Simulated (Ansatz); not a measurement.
A relaxation computed with Ansatz, from input to last step.

```yaml
crystal:
  lattice:
    - [-2.1567545858, 2.1567545858, 4.8064139293]
    - [2.1567545858, -2.1567545858, 4.8064139293]
    - [2.1567545858, 2.1567545858, -4.8064139293]
  atoms:
    - { symbol: Sr, position: [0.9983985274, 0.9983985274, 0.0] }
    - { symbol: Si, position: [0.3789756558, 0.3789756558, 0.0] }
    - { symbol: Si, position: [0.2564473576, 0.7564473576, 0.5] }
    - { symbol: Si, position: [0.7564473576, 0.2564473576, 0.5] }
    - { symbol: Au, position: [0.6322321114, 0.6322321114, 0.0] }
basis:
  ecutwfc: 420
kpoints:
  mp_grid: { grid: [12, 12, 12] }
hamiltonian:
  xc: pbesol
scf:
  occupations: { method: gaussian, width: 0.1 }
output:
  forces: true
  stress: true
  eigenvalues: true
relax:
  adjacent_minimum: "off"
  f_tol: 0.01
  max_steps: 30
  cell: { stress_tol: 0.1, fix: [volume] }
```

```bash
ansatz run input.yaml --threads 2 --pin off --max-ram 5120MiB --backend cpu --events-out ev --progress --plain --runs-dir out
```

Theory: DFT PBEsol, scalar-relativistic, plane waves, PAW (Ansatz).

The volume is held at 0.94 times that of the relaxed cell.

Of 4 frames 3 are shown, positions in Å and forces in eV/Å; the SCF threshold varies from step to step. Steps run on the plane waves of an earlier cell, with a Pulay correction in the pressure. The basis is chosen afresh for the last frame, the zero of the energies, and at times for earlier ones too; energy and pressure can step there, also at an unchanged geometry. Where two frames share a geometry here, they differ by under 2 meV/atom and 0.3 GPa.

```xyz
5
Lattice="-2.1568 2.1568 4.8064 2.1568 -2.1568 4.8064 2.1568 2.1568 -4.8064" Properties=species:S:1:pos:R:3:forces:R:3 pbc="T T T" step=1 free_energy_over_end_meV_per_atom=0.10 pressure_GPa=6.59
Sr    0.0000    0.0000    9.5974    0.0000    0.0000   -0.0170
Si    0.0000    0.0000    3.6430    0.0000    0.0000    0.0228
Si    2.1568    0.0000    2.4652    0.0000    0.0000    0.0428
Si    0.0000    2.1568    2.4652    0.0000    0.0000    0.0428
Au    0.0000    0.0000    6.0775    0.0000    0.0000   -0.0914
5
Lattice="-2.1561 2.1561 4.8093 2.1561 -2.1561 4.8093 2.1561 2.1561 -4.8093" Properties=species:S:1:pos:R:3:forces:R:3 pbc="T T T" step=2 free_energy_over_end_meV_per_atom=0.02 pressure_GPa=6.55
Sr    0.0000    0.0000    9.5998    0.0000    0.0000    0.0146
Si    0.0000    0.0000    3.6468    0.0000    0.0000    0.0130
Si    2.1561    0.0000    2.4696    0.0000    0.0000    0.0026
Si    0.0000    2.1561    2.4696    0.0000    0.0000    0.0026
Au    0.0000    0.0000    6.0773    0.0000    0.0000   -0.0331
5
Lattice="-2.1552 2.1552 4.8132 2.1552 -2.1552 4.8132 2.1552 2.1552 -4.8132" Properties=species:S:1:pos:R:3:forces:R:3 pbc="T T T" step=4 free_energy_over_end_meV_per_atom=0.00 pressure_GPa=6.53
Sr    0.0000    0.0000    9.6101    0.0000    0.0000   -0.0034
Si    0.0000    0.0000    3.6503    0.0000    0.0000   -0.0008
Si    2.1552    0.0000    2.4719    0.0000    0.0000    0.0004
Si    0.0000    2.1552    2.4719    0.0000    0.0000    0.0004
Au    0.0000    0.0000    6.0784    0.0000    0.0000    0.0034
```

The run took 57 s on 2 threads of Intel(R) Xeon(R) Platinum 8488C (Sapphire Rapids), with other jobs on the host, peak memory 0.68 GiB.

Spin–orbit coupling is left out, which can shift energies with elements as heavy as these.